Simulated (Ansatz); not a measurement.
An Ansatz (a first-principles code) run. Input:

Ansatz 0.2 input:
```yaml
crystal:
  lattice:
    - [-1.6608787987, 1.6608787987, 1.6608787987]
    - [1.6608787987, -1.6608787987, 1.6608787987]
    - [1.6608787987, 1.6608787987, -1.6608787987]
  atoms:
    - { symbol: Li, position: [0.0, 0.0, 0.0] }
kpoints:
  mp_grid: { grid: [36, 36, 36] }
hamiltonian:
  xc: pbe
  dispersion: d3bj
  pseudopotentials: { kind: paw }
scf:
  occupations: { method: fermi_dirac, width: 0.1 }
elastic: { mode: relaxed_ion, stencil: two_point, amplitude: 0.005, f_tol: 0.0005 }
```

Output (shortened):

```
Pseudopotential: Li, paw, valence charge 3
Functional definition: PBE
Crystal: 1 atoms, lattice volume = 18.326 Å³
Basis set: ecut = 420 eV, 369 PW (Γ), exchange–correlation on 40×40×40 points (8 copies of the dense FFT grid, shifted against one another)
Bands: 6, of which v1, the nominal top of the filled ones, is band 2 counted from 1 (1 counted from 0)
Symmetry: 48 space group operations
Space group: Im-3m (ITA 229), of the structure as read, at distance tolerance 2.6e-5 Å
k-points: 1240 of 46656
SCF iter   1: F=—  HF=-204.872131 eV  |F-HF|=—  |Δ(HF+E_count)|=         —  Δρ=1.07e-4  dr2=3.41e-7  ethr=1.77e-3  ⟨swp⟩=4.1  Hψ=57753  notcnv=0
preconditioner: auto → none
SCF iter   2: F=—  HF=-204.872130 eV  |F-HF|=—  |Δ(HF+E_count)|=   1.47e-6  Δρ=5.11e-5  dr2=8.13e-8  ethr=1.14e-8  ⟨swp⟩=2.0  Hψ=19467  notcnv=0
SCF iter   3: F=—  HF=-204.872130 eV  |F-HF|=—  |Δ(HF+E_count)|=   6.84e-8  Δρ=4.57e-6  dr2=1.40e-9  ethr=2.71e-9  ⟨swp⟩=2.0  Hψ=9518  notcnv=0
SCF iter   4: F=—  HF=-204.872130 eV  |F-HF|=—  |Δ(HF+E_count)|=   7.68e-9  Δρ=1.02e-6  dr2=5.97e-11  ethr=4.67e-11  ⟨swp⟩=2.0  Hψ=9303  notcnv=0
SCF iter   5: F=—  HF=-204.872130 eV  |F-HF|=—  |Δ(HF+E_count)|=  1.06e-10  Δρ=2.29e-7  dr2=4.95e-12  ethr=1.99e-12  ⟨swp⟩=2.0  Hψ=9320  notcnv=0
SCF iter   6: F=-204.872130 eV  HF=-204.872130 eV  |F-HF|=5.68e-14  |Δ(HF+E_count)|=  1.93e-12  Δρ=7.81e-9  dr2=6.84e-15  ethr=1.00e-12  ⟨swp⟩=2.0  Hψ=21835  notcnv=0
SCF 1 converged in 6 iterations: F = -204.872130 eV  dr2 = 6.84e-15
Crystal: 1 atoms, lattice volume = 18.235 Å³
Symmetry: 16 space group operations
k-points: 3349 of 46656
iter 1 solved again at ethr=1.93e-8 eV; its pass at ethr=3.10e-3 eV (dr2=5.78e-7 eV) is discarded
SCF iter   1: F=—  HF=-204.872095 eV  |F-HF|=—  |Δ(HF+E_count)|=         —  Δρ=4.78e-5  dr2=4.89e-7  ethr=1.93e-8  ⟨swp⟩=2.0  Hψ=201319  notcnv=0  defer=110
preconditioner: auto → none
SCF iter   2: F=—  HF=-204.872096 eV  |F-HF|=—  |Δ(HF+E_count)|=   9.93e-7  Δρ=2.49e-5  dr2=1.32e-7  ethr=1.63e-8  ⟨swp⟩=1.0  Hψ=19943  notcnv=0  defer=110
SCF iter   3: F=—  HF=-204.872096 eV  |F-HF|=—  |Δ(HF+E_count)|=   9.57e-8  Δρ=8.64e-7  dr2=8.14e-11  ethr=4.40e-9  ⟨swp⟩=2.0  Hψ=25034  notcnv=0  defer=110
SCF iter   4: F=—  HF=-204.872096 eV  |F-HF|=—  |Δ(HF+E_count)|=  1.13e-10  Δρ=7.31e-8  dr2=1.00e-12  ethr=2.71e-12  ⟨swp⟩=2.0  Hψ=24290  notcnv=0  defer=110
SCF iter   5: F=-204.872096 eV  HF=-204.872096 eV  |F-HF|=2.84e-14  |Δ(HF+E_count)|=  4.26e-13  Δρ=1.17e-8  dr2=2.67e-14  ethr=1.00e-12  ⟨swp⟩=3.6  Hψ=42950  notcnv=0
SCF 2 converged in 5 iterations: F = -204.872096 eV  dr2 = 2.67e-14
Crystal: 1 atoms, lattice volume = 18.418 Å³
iter 1 solved again at ethr=1.31e-11 eV; its pass at ethr=3.10e-3 eV (dr2=3.94e-10 eV) is discarded
SCF iter   1: F=—  HF=-204.872115 eV  |F-HF|=—  |Δ(HF+E_count)|=         —  Δρ=1.53e-6  dr2=3.97e-10  ethr=1.31e-11  ⟨swp⟩=2.0  Hψ=200991  notcnv=0  defer=75
preconditioner: auto → none
SCF iter   2: F=—  HF=-204.872116 eV  |F-HF|=—  |Δ(HF+E_count)|=   8.20e-7  Δρ=8.53e-7  dr2=1.37e-10  ethr=1.31e-11  ⟨swp⟩=2.0  Hψ=25782  notcnv=0  defer=75
SCF iter   3: F=—  HF=-204.872116 eV  |F-HF|=—  |Δ(HF+E_count)|=  1.18e-10  Δρ=1.94e-7  dr2=3.25e-12  ethr=4.57e-12  ⟨swp⟩=1.9  Hψ=24756  notcnv=0  defer=75
SCF iter   4: F=—  HF=-204.872116 eV  |F-HF|=—  |Δ(HF+E_count)|=  9.38e-13  Δρ=9.86e-8  dr2=7.64e-13  ethr=1.08e-13 (applied; sched 1.00e-12)  ⟨swp⟩=2.0  Hψ=25089  notcnv=0  defer=119
SCF iter   5: F=-204.872116 eV  HF=-204.872116 eV  |F-HF|=2.27e-13  |Δ(HF+E_count)|=  3.13e-13  Δρ=3.12e-8  dr2=7.71e-14  ethr=1.00e-12  ⟨swp⟩=1.1  Hψ=55529  notcnv=0
SCF 3 converged in 5 iterations: F = -204.872116 eV  dr2 = 7.71e-14
Crystal: 1 atoms, lattice volume = 18.326 Å³
Symmetry: 8 space group operations
k-points: 6346 of 46656
iter 1 solved again at ethr=1.49e-8 eV; its pass at ethr=3.10e-3 eV (dr2=4.47e-7 eV) is discarded
SCF iter   1: F=—  HF=-204.872112 eV  |F-HF|=—  |Δ(HF+E_count)|=         —  Δρ=3.95e-5  dr2=3.51e-7  ethr=1.49e-8  ⟨swp⟩=2.0  Hψ=381215  notcnv=0  defer=233
preconditioner: auto → none
SCF iter   2: F=—  HF=-204.872113 eV  |F-HF|=—  |Δ(HF+E_count)|=   1.20e-6  Δρ=2.11e-5  dr2=1.00e-7  ethr=1.17e-8  ⟨swp⟩=1.0  Hψ=37808  notcnv=0  defer=233
SCF iter   3: F=—  HF=-204.872113 eV  |F-HF|=—  |Δ(HF+E_count)|=   4.55e-8  Δρ=4.63e-7  dr2=1.59e-11  ethr=3.34e-9  ⟨swp⟩=1.1  Hψ=38164  notcnv=0  defer=233
SCF iter   4: F=—  HF=-204.872113 eV  |F-HF|=—  |Δ(HF+E_count)|=  1.00e-10  Δρ=1.61e-7  dr2=2.21e-12  ethr=5.31e-13 (applied; sched 1.00e-12)  ⟨swp⟩=2.1  Hψ=48772  notcnv=0  defer=240
SCF iter   5: F=-204.872113 eV  HF=-204.872113 eV  |F-HF|=0.00e0  |Δ(HF+E_count)|=  5.14e-12  Δρ=2.31e-8  dr2=8.07e-14  ethr=1.00e-12  ⟨swp⟩=2.0  Hψ=114451  notcnv=0
SCF 4 converged in 5 iterations: F = -204.872113 eV  dr2 = 8.07e-14
Crystal: 1 atoms, lattice volume = 18.326 Å³
iter 1 solved again at ethr=5.22e-12 eV; its pass at ethr=3.10e-3 eV (dr2=1.57e-10 eV) is discarded
SCF iter   1: F=—  HF=-204.872112 eV  |F-HF|=—  |Δ(HF+E_count)|=         —  Δρ=9.16e-7  dr2=1.57e-10  ethr=5.22e-12  ⟨swp⟩=2.1  Hψ=380595  notcnv=0  defer=130
preconditioner: auto → none
SCF iter   2: F=—  HF=-204.872113 eV  |F-HF|=—  |Δ(HF+E_count)|=   1.08e-6  Δρ=5.53e-7  dr2=5.45e-11  ethr=5.22e-12  ⟨swp⟩=2.0  Hψ=48855  notcnv=0  defer=130
SCF iter   3: F=—  HF=-204.872113 eV  |F-HF|=—  |Δ(HF+E_count)|=  2.41e-11  Δρ=1.91e-7  dr2=7.16e-12  ethr=1.82e-12  ⟨swp⟩=1.0  Hψ=37968  notcnv=0  defer=130
SCF iter   4: F=—  HF=-204.872113 eV  |F-HF|=—  |Δ(HF+E_count)|=  4.89e-12  Δρ=2.99e-8  dr2=6.75e-14  ethr=1.00e-12  ⟨swp⟩=2.2  Hψ=109326  notcnv=0
SCF iter   5: F=-204.872113 eV  HF=-204.872113 eV  |F-HF|=8.53e-14  |Δ(HF+E_count)|=  6.25e-13  Δρ=1.36e-8  dr2=1.45e-14  ethr=1.00e-12  ⟨swp⟩=3.0  Hψ=76816  notcnv=0
SCF 5 converged in 5 iterations: F = -204.872113 eV  dr2 = 1.45e-14
SCF converged after 6 iterations
Free energy (F): -204.872130 eV
Harris-Foulkes:  -204.872130 eV  (|F-HF|=5.68e-14)
Internal energy: -204.856710 eV  (E = F + TS)
E sigma→0 (E₀):  -204.864420 eV
Entropy (-TS):   -0.015419 eV (-15.419 meV/atom)
Fermi energy:    1.368784 eV
--- Per-component energies (eV) ---
  E_band       = -89.991098
  E_kinetic    = 21.574760
  E_local      = -129.039973  (includes V_loc(G=0)·N_el)
  E_nonlocal   = -33.196459
  E_hartree    = 38.239646
  E_xc         = -10.231195
  E_vxc        = -13.176393  (∫ρ·V_xc dr)
  E_paw        = -21.025011  (= ΣΔE_a)
  E_vpaw       = -12.632347  (= ΣTr[D̂ρ^β])
  E_aug_tail   = 0.000023  (compensation charges beyond the density's cutoff)
  E_ewald      = -70.991490
  E_disp       = -0.187011  (pairwise vdW)
  E_smearing   = -0.015419  (= −TS)
  E_closure    = 0.000000  (closes the sum)
  Σ components = -204.872130   (vs F -204.872130, Δ=0.00e0)
  [band-id]    e_kinetic+e_local+e_nonlocal+2·e_hartree+e_vxc+e_vpaw+e_augmentation_tail = -89.991097   (vs E_band -89.991098, Δ=9.46e-7)
--- Forces (eV/Å), atoms counted from 1 ---
  atom   1  Li     0.00000000     0.00000000     0.00000000
  max |Σ_I F_I| component: 0.0 eV/Å
--- Stress (GPa, compression-positive) ---
        0.017087       0.000000       0.000000
        0.000000       0.017087       0.000000
        0.000000       0.000000       0.017087
  P = ⅓ Tr σ = 0.0171 GPa (0.171 kbar)
--- Band table (eV; the first three rows and the last of 1240) ---
  k-point 0: bands = ["-44.9876", "-2.3423", "17.0607", "17.0607", "17.0607", "22.0307"]
  k-point 1: bands = ["-44.9874", "-2.3271", "16.9550", "16.9707", "17.0320", "21.6932"]
  k-point 2: bands = ["-44.9868", "-2.2817", "16.6303", "16.7258", "16.9462", "20.9534"]
  k-point 1239: bands = ["-44.9398", "7.2581", "7.2581", "7.2581", "9.5967", "9.5967"]
--- Elastic constants: 2 strain directions × 2 members + reference (group order 48) ---
  dense FFT box of the reference and of every strained cell: 20×20×20
  strains applied: 11, 23; error gains: componentwise 1.00 (the most a stress slope's error grows in a printed constant), spectral 1.73 (1 for all six strains …
  pairwise dispersion correction: d3bj (s6 = 1.0, s8 = 0.7875, a1 = 0.4289, a2_bohr = 4.4407), with the weights of each atom's references fixed at the …
  C = ∂σ_k/∂η_j (tension-positive GPa; Voigt order 11 22 33 23 13 12):
        16.438     15.217     15.217      0.000      0.000      0.000
        15.217     16.438     15.217      0.000      0.000      0.000
        15.217     15.217     16.438      0.000      0.000      0.000
         0.000      0.000      0.000     11.701      0.000      0.000
         0.000      0.000      0.000      0.000     11.701      0.000
         0.000      0.000      0.000      0.000      0.000     11.701
  reference stress σ⁰ (GPa):     -0.017     -0.017     -0.017      0.000      0.000      0.000
  C* (energy form; C + prestress term) asymmetry max|C*_kj − C*_jk| = 3.553e-15 GPa — a small one proves nothing (zero by symmetry where the batch's group is …
  moduli (Voigt/Reuss/Hill, GPa): K = 15.62/15.62/15.62   G = 7.27/1.42/4.34   E = 11.92   ν = 0.373
  mechanically stable: yes (min eigenvalue of sym C = 1.22 GPa)
  where every solve meets its electron count the energy-path curvature estimates C_jj along a normal strain and C_jj − ¼(σ⁰_aa + σ⁰_bb) along a shear (ab), of …
  strain η (Voigt 11):  stress-route row diagonal C_11 = 16.44 GPa, energy-path curvature d²(F+E_count+ΔE)/dδ²/Ω₀ = 16.44 GPa
         δ    σ_11 (GPa)             F (eV)   n_scf  n_hpsi   n_pw
    -5.000e-3      -0.1003        -204.8720960       5  349556    370   relax 0 steps, max|allowed force component| 0.00e0 eV/Å
     5.000e-3       0.0641        -204.8721160       5  368351    372   relax 0 steps, max|allowed force component| 0.00e0 eV/Å
  strain η (Voigt 23):  stress-route row diagonal C_44 = 11.70 GPa, energy-path curvature d²(F+E_count+ΔE)/dδ²/Ω₀ = 11.71 GPa
         δ    σ_23 (GPa)             F (eV)   n_scf  n_hpsi   n_pw
    -5.000e-3      -0.0585        -204.8721128       5  688884    370   relax 0 steps, max|allowed force component| 0.00e0 eV/Å
     5.000e-3       0.0585        -204.8721128       5  721892    370   relax 0 steps, max|allowed force component| 0.00e0 eV/Å
```

Cost: roughly 2.9 core-minutes on shared cores.

The PBE+D3(BJ) relaxation kept the symmetry of its start. The pairwise dispersion correction was not fitted to metals. As this level gives no gap, shear constants depend on the k-mesh and smearing (Fermi–Dirac, 0.1 eV here).

Potentials: the later of the program's two PAW sets.

Ansatz is a plane-wave DFT program.
